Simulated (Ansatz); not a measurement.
Total density of states per atom from DFT-r²SCAN in the program Ansatz with PAW potentials, in 0.25 eV bins, energy from the Fermi level:

```csv
E (eV),states/eV/atom
-7.85,0.11
-7.60,0.15
-7.35,0.19
-7.10,0.19
-6.85,0.20
-6.60,0.19
-6.35,0.18
-6.10,0.18
-5.85,0.19
-5.60,0.21
-5.35,0.24
-5.10,0.22
-4.85,0.23
-4.60,0.25
-4.35,0.27
-4.10,0.27
-3.85,0.29
-3.60,0.31
-3.35,0.31
-3.10,0.33
-2.85,0.33
-2.60,0.34
-2.35,0.40
-2.10,0.39
-1.85,0.32
-1.60,0.29
-1.35,0.26
-1.10,0.27
-0.85,0.26
-0.60,0.25
-0.35,0.23
-0.10,0.22
0.15,0.20
0.40,0.17
0.65,0.12
0.90,0.09
1.15,0.09
1.40,0.09
1.65,0.09
1.90,0.09
2.15,0.11
2.40,0.12
2.65,0.12
2.90,0.13
3.15,0.14
3.40,0.13
3.65,0.13
3.90,0.15
4.15,0.14
4.40,0.14
4.65,0.13
```

**Question.** Pick the material that matches.
A) MgB2, P6/mmm (Mg on 1a, B on 2d)
B) GdN, rock salt
C) SiMo3, A15 (Cr3Si type)
D) ZnCu, CsCl type

**Answer.** A, MgB2, P6/mmm (Mg on 1a, B on 2d). Within 0.5 eV of the Fermi level: B 2p 91 %. Projections are on Löwdin-orthogonalised atomic valence shells; empty p or d shells of many metals are not among them.

The r²SCAN relaxation kept the symmetry of its start; of distortions, only those at the zone centre were tested.

Potentials: the later of the program's two PAW sets.
